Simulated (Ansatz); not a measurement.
The relaxed structure here is a generated cell of Bi2Se3: the first start was made by placing the elements on the sites of a structure type, and the end was not matched to a known phase here, so it may be hypothetical. Known forms of Bi2Se3 include space group No. 166.

One starting cell of Bi₂Se₃ (a generated cell, Bi2Se3 built in the AFLOW prototype A2B3_tP10_127_g_ah (D5_a)) was relaxed twice with Ansatz (plane waves, PAW, scalar-relativistic): with r2SCAN at 500 eV and with PBE at 420 eV. The r2SCAN result:

```cif
data_Bi4Se6
_chemical_formula_sum 'Se6 Bi4'
_space_group_name_H-M_alt 'P 1'
_space_group_IT_number 1
_cell_length_a 8.29039
_cell_length_b 8.29039
_cell_length_c 4.04998
_cell_angle_alpha 90.000
_cell_angle_beta 90.000
_cell_angle_gamma 90.000
loop_
_space_group_symop_operation_xyz
  'x, y, z'
loop_
_atom_site_label
_atom_site_type_symbol
_atom_site_fract_x
_atom_site_fract_y
_atom_site_fract_z
_atom_site_occupancy
Se1 Se 0.00000 0.00000 0.00000 1
Se2 Se 0.50000 0.50000 0.00000 1
Se3 Se 0.13801 0.63801 0.50000 1
Se4 Se 0.63801 0.86199 0.50000 1
Se5 Se 0.36199 0.13801 0.50000 1
Se6 Se 0.86199 0.36199 0.50000 1
Bi1 Bi 0.29724 0.79724 0.00000 1
Bi2 Bi 0.79724 0.70276 0.00000 1
Bi3 Bi 0.20276 0.29724 0.00000 1
Bi4 Bi 0.70276 0.20276 0.00000 1
```

```
quantity                          r2SCAN     PBE
--------------------------------  ------  ------
space group                       P4/mbm  P4/mbm
volume (Å³/atom)                   27.84     [?]
a (Å)                              8.290     [?]
c (Å)                              4.050     [?]
gap (eV, no spin-orbit coupling)    0.00     [?]
```

Question: What does PBE give for the same quantities?

Answer: 
- volume (Å³/atom), PBE: 28.00
- a (Å), PBE: 8.297
- c (Å), PBE: 4.068
- gap (eV, no spin-orbit coupling), PBE: 0.00

Both levels end in the same structure; PBE's volume is 0.6 % larger. Neither column is exact.

No spin polarisation in the result. Without spin-orbit coupling the bands of the heavy element are not split, so the gap can be far off.

The run could not lose the symmetry of its start: the end is stationary, and may be a saddle point rather than a minimum.

Ansatz is a program for electronic structure.
